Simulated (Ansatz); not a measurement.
# KVTe3: relaxation (Ansatz)

input.yaml:

```yaml
crystal:
  lattice:
    - [-0.464537, 7.210757, 0.0]
    - [3.375166, 3.605378, 5.309505]
    - [3.375166, 3.605378, -5.309505]
  atoms:
    - { symbol: Te, position: [0.963, 0.239, 0.239] }
    - { symbol: Te, position: [0.037, 0.761, 0.761] }
    - { symbol: Te, position: [0.5, 0.2305, 0.7695] }
    - { symbol: Te, position: [0.5, 0.7695, 0.2305] }
    - { symbol: Te, position: [0.442, 0.278, 0.278] }
    - { symbol: Te, position: [0.558, 0.722, 0.722] }
    - { symbol: V, position: [0.5, 0.5, 0.5] }
    - { symbol: K, position: [0.0, 0.2516, 0.7484] }
    - { symbol: K, position: [0.0, 0.7484, 0.2516] }
    - { symbol: V, position: [0.5, 0.0, 0.0] }
  symmetry: { tolerance: 0.0003 }
kpoints:
  mp_grid: { grid: [4, 3, 3], shift: [0, 0, 0] }
magnetization:
  spin_polarized: false
scf:
  occupations: { method: fermi_dirac, width: 0.0822 }
  lower_state_search: "off"
hamiltonian:
  pseudopotentials: { kind: paw }
  xc: pbe
basis:
  ecutwfc: 420
  fft_grid_basis: typed
relax:
  max_steps: 60
  cell: { p_target: 0.0 }
output:
  forces: true
  stress: true
  eigenvalues: true
  bader: false
  populations: true
  elf: true
  write_potential: true
  volumetric_format: npy
  dos:
    e_range: [-12, 8]
    de: 0.05
    projected: { site_lists: { K: [K], Te: [Te], V: [V] } }
  write_density: true
checkpoint:
  read: saved_state
```

The command:

```bash
ansatz run input.yaml --threads 2 --pin off --max-ram 3584MiB --backend cpu --events-out ev --progress --plain --runs-dir out
```

Origin of the cell: a known structure type with other elements, at an estimated volume, so it need not be a known compound.

The saved state is a converged single point of the same cell.

Steps («new basis» is an SCF on plane waves selected anew at the same cell):

| step | ΔF (meV/atom) | max force component (eV/Å) | P (GPa) | volume (Å³) | SCF iterations | step was |
| --- | --- | --- | --- | --- | --- | --- |
| 1 | 0.0 | 1.744 | 8.09 | 276.23 | 7 | accepted |
| 2 | -119.2 | 0.299 | 0.81 | 304.28 | 9 | accepted |
| 3 | -125.8 | 0.185 | 0.05 | 307.61 | 7 | accepted |
| 4 | -137.5 | 0.125 | -0.88 | 309.26 | 7 | accepted |
| 5 | -143.2 | 0.210 | -1.08 | 305.10 | 7 | accepted |
| 6 | -152.1 | 0.171 | -0.78 | 300.92 | 7 | accepted |
| 7 | -168.9 | 0.279 | 1.58 | 283.64 | 8 | accepted |
| 8 | -172.8 | 0.267 | 0.77 | 289.70 | 6 | accepted |
| 9 | -177.5 | 0.018 | -0.10 | 294.17 | 6 | accepted |
| 10 | -177.6 | 0.012 | 0.00 | 293.52 | 6 | accepted |
| 11 | -177.7 | 0.011 | 0.01 | 293.47 | 7 | accepted |
| 12 | -174.5 | 0.182 | 0.74 | 293.34 | 9 | rejected |
| 13 | -177.7 | 0.011 | -0.03 | 293.78 | 11 | accepted |
| 14 | -177.8 | 0.008 | 0.03 | 294.20 | 8 | accepted |
| 15 | -177.8 | 0.019 | -0.01 | 294.07 | 9 | accepted |
| 16 | -177.8 | 0.007 | 0.00 | 294.18 | 7 | accepted |
| 17 | -178.7 | 0.007 | 0.06 | 294.18 | 8 | new basis |
| 18 | -178.8 | 0.022 | 0.03 | 294.53 | 6 | accepted |
| 19 | -178.7 | 0.034 | -0.03 | 295.15 | 6 | rejected |
| 20 | -178.8 | 0.004 | -0.01 | 294.79 | 8 | accepted |
| 21 | -178.8 | 0.004 | -0.01 | 294.79 | 5 | new basis |

Step 1, with forces in eV/Å:

```xyz
10
Lattice="-0.465 7.211 0.000 3.375 3.605 5.310 3.375 3.605 -5.310" Properties=species:S:1:pos:R:3:forces:R:3 pbc="T T T" step=1
Te    1.166    8.667    0.000   -1.503    0.687    0.000
Te    5.120    5.754    0.000    1.503   -0.687    0.000
Te    3.143    7.211   -2.862    0.000    0.000    1.744
Te    3.143    7.211    2.862    0.000    0.000   -1.744
Te    1.671    5.192    0.000    0.348    0.178    0.000
Te    4.615    9.230    0.000   -0.348   -0.178    0.000
V     3.143    7.211    0.000    0.000    0.000    0.000
K     3.375    3.605   -2.638    0.000    0.000    0.042
K     3.375    3.605    2.638    0.000    0.000   -0.042
V    -0.232    3.605    0.000    0.000    0.000    0.000
```

Step 2, with forces in eV/Å:

```xyz
10
Lattice="-0.380 7.454 0.000 3.550 3.778 5.454 3.550 3.778 -5.454" Properties=species:S:1:pos:R:3:forces:R:3 pbc="T T T" step=2
Te    1.189    8.992    0.000   -0.299    0.033    0.000
Te    5.530    6.018    0.000    0.299   -0.033    0.000
Te    3.360    7.505   -2.820    0.000    0.000    0.135
Te    3.360    7.505    2.820    0.000    0.000   -0.135
Te    1.813    5.415    0.000    0.115   -0.142    0.000
Te    4.906    9.594    0.000   -0.115    0.142    0.000
V     3.360    7.505    0.000    0.000    0.000    0.000
K     3.550    3.778   -2.683    0.000    0.000    0.043
K     3.550    3.778    2.683    0.000    0.000   -0.043
V    -0.190    3.727    0.000    0.000    0.000    0.000
```

Step 3, with forces in eV/Å:

```xyz
10
Lattice="-0.347 7.486 0.000 3.578 3.811 5.473 3.578 3.811 -5.473" Properties=species:S:1:pos:R:3:forces:R:3 pbc="T T T" step=3
Te    1.176    9.008    0.000   -0.168   -0.044    0.000
Te    5.633    6.100    0.000    0.168    0.044    0.000
Te    3.405    7.554   -2.818    0.000    0.000    0.102
Te    3.405    7.554    2.818    0.000    0.000   -0.102
Te    1.878    5.413    0.000    0.185   -0.115    0.000
Te    4.932    9.695    0.000   -0.185    0.115    0.000
V     3.405    7.554    0.000    0.000    0.000    0.000
K     3.578    3.811   -2.682    0.000    0.000    0.032
K     3.578    3.811    2.682    0.000    0.000   -0.032
V    -0.173    3.743    0.000    0.000    0.000    0.000
```

Step 4, with forces in eV/Å:

```xyz
10
Lattice="-0.289 7.496 0.000 3.605 3.845 5.496 3.605 3.845 -5.496" Properties=species:S:1:pos:R:3:forces:R:3 pbc="T T T" step=4
Te    1.112    8.943    0.000   -0.004   -0.050    0.000
Te    5.809    6.242    0.000    0.004    0.050    0.000
Te    3.461    7.592   -2.803    0.000    0.000    0.040
Te    3.461    7.592    2.803    0.000    0.000   -0.040
Te    2.061    5.307    0.000    0.125   -0.033    0.000
Te    4.860    9.878    0.000   -0.125    0.033    0.000
V     3.461    7.592    0.000    0.000    0.000    0.000
K     3.605    3.845   -2.684    0.000    0.000   -0.036
K     3.605    3.845    2.684    0.000    0.000    0.036
V    -0.145    3.748    0.000    0.000    0.000    0.000
```

Step 5, with forces in eV/Å:

```xyz
10
Lattice="-0.222 7.436 0.000 3.594 3.845 5.532 3.594 3.845 -5.532" Properties=species:S:1:pos:R:3:forces:R:3 pbc="T T T" step=5
Te    1.026    8.768    0.000    0.210    0.091    0.000
Te    5.939    6.358    0.000   -0.210   -0.091    0.000
Te    3.483    7.563   -2.800    0.000    0.000    0.029
Te    3.483    7.563    2.800    0.000    0.000   -0.029
Te    2.227    5.155    0.000   -0.036    0.067    0.000
Te    4.738    9.971    0.000    0.036   -0.067    0.000
V     3.483    7.563    0.000    0.000    0.000    0.000
K     3.594    3.845   -2.726    0.000    0.000   -0.041
K     3.594    3.845    2.726    0.000    0.000    0.041
V    -0.111    3.718    0.000    0.000    0.000    0.000
```

Step 6, with forces in eV/Å:

```xyz
10
Lattice="-0.233 7.359 0.000 3.542 3.798 5.582 3.542 3.798 -5.582" Properties=species:S:1:pos:R:3:forces:R:3 pbc="T T T" step=6
Te    0.989    8.678    0.000    0.171    0.030    0.000
Te    5.861    6.277    0.000   -0.171   -0.030    0.000
Te    3.425    7.478   -2.819    0.000    0.000    0.024
Te    3.425    7.478    2.819    0.000    0.000   -0.024
Te    2.257    5.039    0.000   -0.112    0.080    0.000
Te    4.594    9.917    0.000    0.112   -0.080    0.000
V     3.425    7.478    0.000    0.000    0.000    0.000
K     3.542    3.798   -2.798    0.000    0.000    0.012
K     3.542    3.798    2.798    0.000    0.000   -0.012
V    -0.117    3.679    0.000    0.000    0.000    0.000
```

Step 7, with forces in eV/Å:

```xyz
10
Lattice="-0.192 7.025 0.000 3.397 3.641 5.773 3.397 3.641 -5.773" Properties=species:S:1:pos:R:3:forces:R:3 pbc="T T T" step=7
Te    0.921    8.221    0.000    0.055    0.021    0.000
Te    5.680    6.087    0.000   -0.055   -0.021    0.000
Te    3.301    7.154   -2.911    0.000    0.000    0.021
Te    3.301    7.154    2.911    0.000    0.000   -0.021
Te    2.256    4.741    0.000   -0.089   -0.051    0.000
Te    4.346    9.567    0.000    0.089    0.051    0.000
V     3.301    7.154    0.000    0.000    0.000    0.000
K     3.397    3.641   -2.966    0.000    0.000    0.279
K     3.397    3.641    2.966    0.000    0.000   -0.279
V    -0.096    3.513    0.000    0.000    0.000    0.000
```

Step 8, with forces in eV/Å:

```xyz
10
Lattice="-0.237 7.056 0.000 3.416 3.637 5.803 3.416 3.637 -5.803" Properties=species:S:1:pos:R:3:forces:R:3 pbc="T T T" step=8
Te    0.945    8.285    0.000   -0.267   -0.102    0.000
Te    5.649    6.044    0.000    0.267    0.102    0.000
Te    3.297    7.165   -2.933    0.000    0.000   -0.005
Te    3.297    7.165    2.933    0.000    0.000    0.005
Te    2.203    4.782    0.000    0.001   -0.056    0.000
Te    4.391    9.548    0.000   -0.001    0.056    0.000
V     3.297    7.165    0.000    0.000    0.000    0.000
K     3.416    3.637   -2.893    0.000    0.000   -0.080
K     3.416    3.637    2.893    0.000    0.000    0.080
V    -0.119    3.528    0.000    0.000    0.000    0.000
```

Step 9, with forces in eV/Å:

```xyz
10
Lattice="-0.206 7.034 0.000 3.409 3.640 5.947 3.409 3.640 -5.947" Properties=species:S:1:pos:R:3:forces:R:3 pbc="T T T" step=9
Te    0.898    8.213    0.000    0.018    0.009    0.000
Te    5.715    6.101    0.000   -0.018   -0.009    0.000
Te    3.306    7.157   -2.982    0.000    0.000    0.011
Te    3.306    7.157    2.982    0.000    0.000   -0.011
Te    2.237    4.745    0.000   -0.011   -0.017    0.000
Te    4.376    9.569    0.000    0.011    0.017    0.000
V     3.306    7.157    0.000    0.000    0.000    0.000
K     3.409    3.640   -2.974    0.000    0.000    0.002
K     3.409    3.640    2.974    0.000    0.000   -0.002
V    -0.103    3.517    0.000    0.000    0.000    0.000
```

Step 15, with forces in eV/Å:

```xyz
10
Lattice="-0.222 7.033 0.000 3.404 3.632 5.942 3.404 3.632 -5.942" Properties=species:S:1:pos:R:3:forces:R:3 pbc="T T T" step=15
Te    0.873    8.221    0.000   -0.016    0.019    0.000
Te    5.714    6.077    0.000    0.016   -0.019    0.000
Te    3.293    7.149   -2.890    0.000    0.000    0.001
Te    3.293    7.149    2.890    0.000    0.000   -0.001
Te    2.213    4.722    0.000    0.003    0.004    0.000
Te    4.373    9.575    0.000   -0.003   -0.004    0.000
V     3.293    7.149    0.000    0.000    0.000    0.000
K     3.404    3.632   -2.970    0.000    0.000    0.000
K     3.404    3.632    2.970    0.000    0.000    0.000
V    -0.111    3.516    0.000    0.000    0.000    0.000
```

Step 18, with forces in eV/Å:

```xyz
10
Lattice="-0.221 7.034 0.000 3.403 3.633 5.952 3.403 3.633 -5.952" Properties=species:S:1:pos:R:3:forces:R:3 pbc="T T T" step=18
Te    0.868    8.225    0.000    0.008   -0.008    0.000
Te    5.718    6.074    0.000   -0.008    0.008    0.000
Te    3.293    7.149   -2.878    0.000    0.000    0.006
Te    3.293    7.149    2.878    0.000    0.000   -0.006
Te    2.210    4.718    0.000    0.019    0.022    0.000
Te    4.375    9.580    0.000   -0.019   -0.022    0.000
V     3.293    7.149    0.000    0.000    0.000    0.000
K     3.403    3.633   -2.974    0.000    0.000   -0.003
K     3.403    3.633    2.974    0.000    0.000    0.003
V    -0.111    3.517    0.000    0.000    0.000    0.000
```

Step 21, with forces in eV/Å:

```xyz
10
Lattice="-0.221 7.030 0.000 3.403 3.631 5.960 3.403 3.631 -5.960" Properties=species:S:1:pos:R:3:forces:R:3 pbc="T T T" step=21
Te    0.867    8.220    0.000    0.004   -0.004    0.000
Te    5.718    6.072    0.000   -0.004    0.004    0.000
Te    3.293    7.146   -2.884    0.000    0.000    0.003
Te    3.293    7.146    2.884    0.000    0.000   -0.003
Te    2.212    4.718    0.000    0.000    0.000    0.000
Te    4.373    9.574    0.000    0.000    0.000    0.000
V     3.293    7.146    0.000    0.000    0.000    0.000
K     3.403    3.631   -2.978    0.000    0.000   -0.001
K     3.403    3.631    2.978    0.000    0.000    0.001
V    -0.111    3.515    0.000    0.000    0.000    0.000
```

```yaml
Free_energy_lowered_by: 178.8 meV/atom
Volume_change: 6.72 %
Final_pressure: -0.01 GPa
Relaxation_steps_listed: 21
Gap_on_the_mesh: none (metal)
```

Caveats: no spin polarisation, so a magnetic state may lie lower; no spin-orbit coupling, though heavy elements are present; the k mesh is coarse if the cell is a metal; the relaxation held the start's symmetry, so the end may be a saddle point.

Time: 4.6 min on 2 threads of Arm Neoverse V1 (shared host), peak memory 0.82 GiB, from a saved density.
